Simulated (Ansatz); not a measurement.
Relaxed Cu (fcc, Cu type):

```
CELL_PARAMETERS angstrom
      3.62968     0.00000     0.00000
      0.00000     3.62968     0.00000
      0.00000     0.00000     3.62968
ATOMIC_POSITIONS crystal
  Cu 0.00000 0.00000 0.00000
  Cu 0.50000 0.50000 0.00000
  Cu 0.50000 0.00000 0.50000
  Cu 0.00000 0.50000 0.50000
```

The numbers are results of PBE (plane waves to 420 eV, PAW, scalar-relativistic; Ansatz, a quantum-chemistry and plane-wave program), not measurements. k mesh 10×10×10 (Γ-centred), Fermi-Dirac smearing 0.05 eV. With partly filled bands, energies and forces of such displacements shift with the k mesh and the smearing. Cu is run without spin polarisation. Cu was relaxed with its symmetry unable to fall.

One atom of the cell was then moved (with its periodic images), all else fixed, and the forces (eV/Å) came out as:

```csv
atom,Fx,Fy,Fz
Cu1,0.000,0.000,-2.533
Cu2,0.000,0.000,-2.533
Cu3,0.000,0.000,0.015
Cu4,0.000,0.000,5.051
```

Q: Which atom was moved, and by which vector (Å)?

A: Cu4, by (0.00, 0.00, -0.62), 0.62 Å in all.

(A displaced cell: forces are minus the slopes of the energy, force constants its curvatures, and phonons follow from these.)
